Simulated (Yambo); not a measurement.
Yambo run on BeO (wurtzite, space group P6_3mc, No. 186). The wavefunctions come from this Quantum ESPRESSO step (LDA, PseudoDojo standard norm-conserving files, scalar-relativistic):

```
&CONTROL
  calculation = 'nscf'
  pseudo_dir = './pseudo'
  outdir = './out'
/
&SYSTEM
  ibrav = 0
  nat = 4
  ntyp = 2
  ecutwfc = 88.0
  ecutrho = 352.0
  occupations = 'fixed'
  force_symmorphic = .true.
  nbnd = 68
/
&ELECTRONS
  conv_thr = 4e-09
  diago_full_acc = .true.
  diago_thr_init = 1e-08
/
ATOMIC_SPECIES
Be 9.0122 Be.upf
O 15.9990 O.upf
CELL_PARAMETERS angstrom
  2.661473497418   0.000000000000   0.000000000000
 -1.330736748709   2.304903660263   0.000000000000
  0.000000000000   0.000000000000   4.324088077000
ATOMIC_POSITIONS crystal
Be   0.333333333000   0.666666667000   0.000003322900
Be   0.666666666333   0.333333333667   0.500003322900
O   0.333333333000   0.666666667000   0.377496677100
O   0.666666666333   0.333333333667   0.877496677100
K_POINTS automatic
6 6 4 0 0 0
```

Yambo input:

```
rim_cut
gw0
dyson
el_el_corr
HF_and_locXC
ppa
em1d
RandQpts= 1000000
RandGvec= 1 Ry
EXXRLvcs= 88 Ry
VXCRLvcs= 352 Ry
Chimod= "HARTREE"
% BndsRnXp
 3 | 66 |
%
NGsBlkXp= 10 Ry
% LongDrXp
 1.0 | 1.0 | 1.0 |
%
PPAPntXp= 27.2114 eV
% GbndRnge
 1 | 66 |
%
GTermKind= "BG"
DysSolver= "n"
ExtendOut
% QPkrange
 1 | 1 | 10 | 11 |
 3 | 3 | 10 | 11 |
%
```

k points by index: 1 = Γ, 3 = A.

Resulting energies as the program prints them:

```
#    K-point    Band    Eo [eV]    E [eV]    E-Eo [eV]    Vxc [eV]    Vnlxc [eV]    Sc|Eo [eV]    Sc|E [eV]    dSc/dw|Eo [eV]    Re(Z)    Im(Z)
#
    1    10    0.000000    -1.575756    -1.575756    -20.58361    -26.27771    3.781002    4.118347    -5.825252    0.823672    -0.829572E-3
    1    11    8.044772    9.414477    1.369704    -14.20741    -8.561247    -4.046486    -4.276462    -4.568640    0.856241    -0.701367E-3
    3    10    -0.557768    -2.200819    -1.643051    -20.17447    -26.03047    3.860703    4.212950    -5.833456    0.823468    -0.842348E-3
    3    11    10.19292    11.85592    1.662996    -14.91765    -8.721110    -4.242176    -4.533546    -4.767444    0.850918    -0.743915E-3
```
(The two width columns are left out.) Convergence of these settings isn't established.

Geometry relaxed with LDA.
